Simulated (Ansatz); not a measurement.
## Two states of EuHfSi

```
Si Eu Hf
1.0
     4.33392    0.00000    0.00000
     0.00000    4.33392    0.00000
     0.00000    0.00000    7.28461
Si Eu Hf
2 2 2
Direct
  0.25000 0.25000 0.17500
  0.75000 0.75000 0.82500
  0.25000 0.25000 0.67900
  0.75000 0.75000 0.32100
  0.75000 0.25000 0.00000
  0.25000 0.75000 0.00000
```

The numbers come from plane-wave PAW DFT (Ansatz): PBE, 420 eV, 6×6×4 Γ-centred k points, fermi-dirac occupations (width 0.0168 eV). Nothing was relaxed.

State A: Eu3 up, Eu4 down (collinear spin). State B: Eu3 up, Eu4 up (collinear spin).

Task: Which state is lower, and how do they differ?

Result: State B is lower by 15.2 meV an atom at zero smearing.

| state | free energy (meV/atom) | largest moment in a small sphere (μB) | net moment (μB/cell) | gap on mesh (eV) | pressure (GPa) | largest force (eV/Å) |
| --- | --- | --- | --- | --- | --- | --- |
| A | 15.1 | 6.77 | 0.00 | metal | 16.7 | 3.22 |
| B | 0.0 | 6.84 | 14.76 | metal | 16.7 | 3.14 |

Origin: a known structure type with other elements, at an estimated volume, so it need not be a known compound. Caveats: atoms or cell far from equilibrium; f shells without a U or exact exchange are poorly placed.
